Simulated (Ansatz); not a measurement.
KLiMnS$_{2}$ in space group I-4m2 (No. 119; K on 2d, Li on 2a, Mn on 2b, S on 4f), PBE (plane waves, PAW; program Ansatz), all energies at zero smearing, with the estimated change up to a 700 eV cutoff added, with one set of potentials and settings (totals compare only within such a set). Cell of 10 atoms (2 K, 2 Li, 2 Mn, 4 S): -14901.798 eV.

```
element                              reference phase  E (eV/atom)
-------  -------------------------------------------  -----------
K                         Im-3m, 1 atoms in the cell   -1537.7858
Li                        Fm-3m, 1 atoms in the cell    -204.6902
Mn       I-43m, 29 atoms in the cell, spin-polarised   -3898.8617
S                         Fddd, 32 atoms in the cell    -902.0599
```

Formation energy per atom, worked out: (-14901.798 − 2×(-1537.7858) − 2×(-204.6902) − 2×(-3898.8617) − 4×(-902.0599))/10 = -1.088 eV/atom (-105 kJ per mol of atoms), at 0 K, without zero-point energy or fitted corrections.

The first step of the workflow began from a Materials Project structure, measured or hypothetical; the Crystallography Open Database copy checked does not list it. With Li and Mn taken as one species the cell has the higher symmetry I4/mmm, so it may be an ordered model of a mixed-site phase. Whether it is the stable phase at ambient conditions was not checked. Symmetry was held in the PBE relaxation, as lowered by the spin order; its stability against distortions is not shown here. Spin order of the final state: antiferromagnetic, chosen from 4 collinear starts compared on coarse meshes (ties went to the first, and starts can fall back to one state), not a proven ground state. No Hubbard U is applied. The references are the lowest solids computed at this level, not always the standard phases.

Potentials: the later of the program's two PAW sets.
